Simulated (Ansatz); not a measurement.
MgS (rock salt)

```yaml
crystal:
  lattice:
    - [0.00000, 5.22970, 5.22970]
    - [2.61485, 0.00000, 2.61485]
    - [2.61485, 2.61485, 0.00000]
  atoms:
    - { symbol: S, position: [0.00000, 0.00000, 0.00000] }
    - { symbol: S, position: [0.50000, 0.00000, 0.00000] }
    - { symbol: Mg, position: [0.25000, 0.50000, 0.50000] }
    - { symbol: Mg, position: [0.75000, 0.50000, 0.50000] }
```

The atoms are displaced by Q × the pattern below (from a DFPT mode at L = (0.5, 0.0, 0.0), largest move 1; Q in Å), at fixed cell. (q is in reciprocal vectors of the primitive cell; the cell shown is doubled to hold the pattern.)

```tsv
atom	x	y	z
S1	-0.577	0.577	0.577
S2	0.577	-0.577	-0.577
```

Atoms not listed stay in place.

These are PBE (plane waves to 420 eV, PAW, scalar-relativistic; Ansatz, an electronic-structure program) values and carry that method's errors. k mesh 11×11×11 (Γ-centred), Fermi-Dirac smearing 0.05 eV. MgS was relaxed with its symmetry unable to fall. 

```csv
Q (Å),−dE/dQ from forces (eV/Å)
-0.280,5.605
-0.233,4.665
-0.187,3.727
-0.140,2.791
-0.093,1.859
-0.047,0.929
0.000,0.000
0.047,-0.929
0.093,-1.859
0.140,-2.791
0.187,-3.727
0.233,-4.665
0.280,-5.605
```

Problem. What harmonic wavenumber does the curvature at Q = 0 give?

Solution. 291 cm⁻¹. E″ = 19.90 eV/Å², M = Σ mᵢ|uᵢ|² = 64.1 u, ν̃ = 521.5·√(|E″|/M).

(For displaced atoms, the force is minus the slope of the energy, and its curvature is a force constant, which sets phonon frequencies.)
